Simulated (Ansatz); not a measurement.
How the vibrations of Ag change with volume

Level of theory: DFT LDA, scalar-relativistic, plane waves, PAW (Ansatz 0.2.0). Plane waves to 420 eV; Γ-centred k mesh 18×18×10; Fermi-Dirac smearing of 0.15 eV. No spin polarisation. Phonons by linear response, acoustic sum rule imposed.

Equilibrium structure at this level:
```
Ag
1.0
     2.82608    0.00000    0.00000
    -1.41304    2.44746    0.00000
     0.00000    0.00000    4.63961
Ag
2
Direct
  0.33333 0.66667 0.25000
  0.66667 0.33333 0.75000
```

In a metal, frequencies depend on the k mesh and the smearing, soft modes most.

Cells at 0.98 and 1.02 times the equilibrium volume were relaxed in shape and atoms; γ = −d ln ν / d ln V, modes matched by rank.

**Question.** Give the optical frequencies at Γ (cm⁻¹) at the three volumes and the mode Grüneisen parameters.

**Answer.**
| 0.98 V | V | 1.02 V | γ | degeneracy |
| --- | --- | --- | --- | --- |
| 77 | 74 | 70 | 2.21 | 2 |
| 197 | 187 | 177 | 2.76 | 1 |

**Question.** What pressures hold the two strained cells, and what bulk modulus follows?

**Answer.** 2.94 GPa at 0.98 V and -2.57 GPa at 1.02 V, so B = −dP/d ln V ≈ 138 GPa.

This form isn't the element's structure at ambient conditions.

Cost: 6 runs of about 6.9 core-minutes in all, on AMD EPYC 7R43 (Zen 3) (shared hosts).